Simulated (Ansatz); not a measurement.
## Calculated contact hyperfine fields for MgSc₂V₂O₈

Cell: a computed structure from the Materials Project (it need not be an observed phase).

```
Mg Sc V O
1.0
     4.93459    0.00000    0.00000
    -1.09910    4.84522    0.00000
    -1.93464   -2.39411    7.10229
Mg Sc V O
1 2 2 8
Cartesian
  0.6827 2.4406 6.8547
  0.6732 2.4356 2.2729
  1.2252 0.0148 4.5441
  3.6911 0.0150 2.5504
  -1.7899 2.4386 4.5136
  2.2374 1.1900 2.9985
  -0.8856 3.6850 2.9983
  0.4300 -1.4932 5.7034
  2.0258 1.5149 5.7078
  -0.3525 1.2575 3.9732
  2.8034 -1.2295 3.9766
  1.7689 3.7853 1.2213
  -0.4094 1.0780 1.2175
```

Sites (sets of like atoms) are named by element and the number of their first atom in this list.

Computed with Ansatz: DFT, PBE, plane waves and PAW, scalar-relativistic, collinear spin, 420 eV cutoff, Γ-centred 5×5×4 k-points, Fermi–Dirac smearing 0.02 eV. Start moments as typed (μB): 1 on each V, none on the rest.

B_c = (2μ₀/3)μB(ρ↑ − ρ↓), with the spin density averaged over the Thomson radius around the nucleus, 7.77 T per e/Å³, positive along the up direction of the run. The valence column is what the valence and semicore waves of the PAW files give as listed; the rest comes from solving these waves and the inner shells again in each spin's potential.

(1) Give the site moments and the Fermi-contact fields.

Answers

(1) The cell's net moment is 2.00 μB; the site moments, counted in spheres around the atoms, add up to 1.51 μB, and the difference lies between the spheres. One atom of each set is listed.

```tsv
site	atom	m (μB)	B_c (T)	valence column (T)	rest (T)
Mg	1	0.00	1.9	1.9	0.0
Sc2	2	0.01	1.5	1.7	-0.1
Sc3	3	0.01	0.7	0.8	-0.1
V4	4	0.78	-6.1	7.0	-13.1
V5	5	0.75	-5.6	7.2	-12.7
O6	6	-0.02	-0.2	-0.5	0.3
O7	7	-0.02	-0.2	-0.5	0.3
O8	8	0.00	-0.1	0.0	0.0
O9	9	0.00	-0.1	0.0	0.0
O10	10	-0.01	-0.1	-0.2	0.1
O11	11	-0.01	-0.1	-0.2	0.1
O12	12	0.00	-0.1	-0.1	-0.1
O13	13	0.00	-0.1	-0.1	-0.1
```

The largest force is 0.5 eV/Å, so the atoms aren't at the calculated equilibrium and relaxing them would move these values. All moments on V are parallel here, as they were started; many such compounds order antiparallel, where fields on atoms that lie between magnetic neighbours largely cancel. The magnetic order is the one that the run reached from its start moments, not necessarily the measured one. Semilocal functionals underestimate core polarisation, so for a given moment the contact field on a magnetic ion comes out too small, by up to a factor of two. Orbital and dipolar fields are left out; they are small for half-filled shells and for d³ or d⁸ ions in regular octahedra, but can rival the contact field on other open-shell ions. Fields under about 2 T can be off by more than a tenth.
